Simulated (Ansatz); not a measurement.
# CoSi8Ni3: vibrational free energy, entropy and heat capacity

The calculation used DFT PBE, scalar-relativistic, plane waves, PAW (Ansatz 0.2.0). Settings: 420 eV plane-wave cutoff, Γ-centred 10×10×4 mesh, Fermi-Dirac smearing of 0.15 eV. No spin polarisation. Phonons by linear response, acoustic sum rule imposed.

Relaxed structure:
Space group P4/mmm (No. 123). a = 3.833 Å, b = 3.833 Å, c = 10.792 Å, α = 90.00°, β = 90.00°, γ = 90.00°
```
atom  site  symmetry       x       y       z
  Co    1d     4/mmm  0.5000  0.5000  0.5000
  Si    4i      2mm. 0.5000  0.0000  0.8740
  Si    4i      2mm. 0.5000  0.0000  0.3781
  Ni    2g       4mm  0.0000  0.0000  0.7511
  Ni    1c     4/mmm  0.5000  0.5000  0.0000
```

The cell was found from a structure generator's guess, not taken from experiment. In a metal, frequencies and elastic constants depend on the k mesh and the smearing, soft modes and shear constants most. Some empty bands missed the eigensolver's threshold. The q mesh is coarse, so values between its points are rough.

Force constants from linear response on a 2×2×1 q mesh, interpolated to a fine mesh.

Q: Give the zero-point energy per atom.

A: 51.1 meV.

Q: How large are the vibrational entropy and heat capacity at 300 K?

A: S = 2.61 k_B and C_V = 2.57 k_B per atom, 86 % of the Dulong–Petit value.

Q: Tabulate them against temperature.

A:
```tsv
T (K)	F_vib (meV/atom)	S (k_B/atom)	C_V (k_B/atom)
100	49.8	0.52	1.05
200	40.5	1.65	2.16
300	21.9	2.61	2.57
400	-4.0	3.38	2.75
500	-35.9	4.00	2.83
600	-72.7	4.52	2.88
700	-113.6	4.97	2.91
800	-158.2	5.36	2.93
900	-205.9	5.71	2.95
1000	-256.5	6.02	2.96
```
